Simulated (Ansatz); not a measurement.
## SrMg: frozen-core PAW against all-electron methods

```yaml
crystal:
  lattice:
    - [3.90000, 0.03900, 0.03900]
    - [0.03900, 3.90000, 0.03900]
    - [0.03900, 0.03900, 3.90000]
  atoms:
    - { symbol: Sr, position: [0.50000, 0.50000, 0.50000] }
    - { symbol: Mg, position: [0.00000, 0.00000, 0.00000] }
```

Atoms are numbered in the order listed.

The cell is COD entry 9008822, as deposited and not checked against the literature; nothing was relaxed. The listed cell was then made from it by scaling, straining or moving an atom.

Levels of theory: DFT, LDA, PAW with Ansatz's default frozen-core files, scalar-relativistic (Ansatz 0.2.0); DFT, LDA, all-electron PAW with datasets made for the crystal, scalar-relativistic (Ansatz 0.2.0); DFT, LDA, all-electron LAPW, scalar-relativistic (Ansatz 0.2.0).

For PAW: a Γ-centred 9×9×9 k mesh, Fermi–Dirac smearing of 0.05 eV, cutoff 420 eV, no spin polarisation; the PAW files were made with PBE, and the program remakes their frozen cores for this functional. The crystal-made all-electron datasets (AE datasets) take a cutoff of 220 eV at this cell. LAPW targets a basis error of 0.5 meV/atom. The Ansatz runs share mesh, smearing and spin set-up. Plane-wave (PAW) pressures include the program's estimate of the Pulay term.

Stress and pressure are positive in compression.

The change that made this cell: equal xy, yz and zx engineering shear strains of +2 %.

```tsv
quantity	PAW	AE datasets	LAPW
pressure (GPa)	3.47	3.48	3.48
stress yz (GPa)	-0.59	-0.59	-0.59
stress xz (GPa)	-0.59	-0.59	-0.59
stress xy (GPa)	-0.59	-0.59	-0.59
```

PAW's pressure differs from the LAPW value by about 0.01 GPa or less.
